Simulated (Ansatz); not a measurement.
Be$_{2}$C:
```yaml
crystal:
  lattice:
    - [0.00000, 2.16383, 2.16383]
    - [2.16383, 0.00000, 2.16383]
    - [2.16383, 2.16383, 0.00000]
  atoms:
    - { symbol: Be, position: [0.75000, 0.75000, 0.75000] }
    - { symbol: Be, position: [0.25000, 0.25000, 0.25000] }
    - { symbol: C, position: [0.00000, 0.00000, 0.00000] }
```

Relaxed with PBE. Special points in fractions of this cell's reciprocal vectors: Γ (0.000, 0.000, 0.000); X (0.500, 0.000, 0.500); U (0.625, 0.250, 0.625); K (0.375, 0.375, 0.750); L (0.500, 0.500, 0.500); W (0.500, 0.250, 0.750).

**Question.** List the band energies nearest the valence-band maximum at these points for the program Ansatz at the PBE level (PAW).

**Answer.** In eV from the valence-band maximum; about four levels below and three above (degenerate sets whole), none deeper than 8.9 eV; … stands for higher levels left out; points with the same levels are listed once.

```csv
k,below,above
Γ,0.00 0.00 0.00,4.14 4.14 4.14
X,-6.77 -4.73 -4.73,1.17 5.74 …
U,-6.85 -6.29 -3.99,3.31 8.30 11.56
L,-8.72 -1.83 -1.83,5.02 5.02 7.02
W,-6.26 -5.90 -5.90,5.72 8.15 …
```

Space group Fm-3m (fluorite or antifluorite type). The PBE relaxation kept the symmetry of its start.

Potentials: the earlier of the program's two PAW sets.
